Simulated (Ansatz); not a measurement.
MgNi₂P:
```
MgNi2P
1.0
    6.40043     0.00000     0.00000
    0.00000     6.29384     0.00000
    0.00000     0.00000     4.98322
Mg Ni P
4 8 4
Direct
  0.51827   0.75000   0.12674
  0.48173   0.25000   0.87326
  0.98173   0.25000   0.62674
  0.01827   0.75000   0.37326
  0.67411   0.94655   0.59968
  0.32589   0.05345   0.40032
  0.82589   0.05345   0.09968
  0.17411   0.94655   0.90032
  0.17411   0.55345   0.90032
  0.82589   0.44655   0.09968
  0.32589   0.44655   0.40032
  0.67411   0.55345   0.59968
  0.12629   0.25000   0.12317
  0.87371   0.75000   0.87683
  0.37371   0.75000   0.62317
  0.62629   0.25000   0.37683
```

Relaxed with r²SCAN. Special points in fractions of this cell's reciprocal vectors: Γ (0.000, 0.000, 0.000); X (0.500, 0.000, 0.000); S (0.500, 0.500, 0.000); Y (0.000, 0.500, 0.000); Z (0.000, 0.000, 0.500); U (0.500, 0.000, 0.500); R (0.500, 0.500, 0.500); T (0.000, 0.500, 0.500).

Question: List the band energies nearest the Fermi level at these points for plane-wave PAW r²SCAN (Ansatz code).

Answer: In eV from the Fermi level; about four levels below and three above (degenerate sets whole), none deeper than 8.9 eV; points with the same levels are listed once.

| k | below | above |
|---|---|---|
| Γ | -0.85 -0.54 -0.29 -0.20 | 0.12 0.22 0.35 |
| X | -0.17 -0.17 -0.10 -0.10 | 0.90 0.90 2.31 2.31 |
| S | -0.63 -0.63 -0.63 -0.63 | 0.07 0.07 0.07 0.07 |
| Y | -0.77 -0.77 -0.22 -0.22 | 0.15 0.15 0.38 0.38 |
| Z | -1.16 -1.16 -0.65 -0.65 | 0.62 0.62 0.98 0.98 |
| U | -1.12 -1.12 -1.05 -1.05 | 0.99 0.99 2.08 2.08 |
| R | -0.12 -0.12 -0.12 -0.12 | 1.72 1.72 1.72 1.72 |
| T | -0.98 -0.98 -0.47 -0.47 | 0.33 0.33 2.42 2.42 |

Space group Pnma. The workflow started from a Materials Project entry (that database holds measured and hypothetical structures alike); the Crystallography Open Database copy checked does not list it. Its standing as an ambient phase is unchecked. The cell was relaxed with r²SCAN under the symmetry of its start; its stability against distortions is not shown here. No spin polarisation was allowed.

Potentials: the later of the program's two PAW sets.
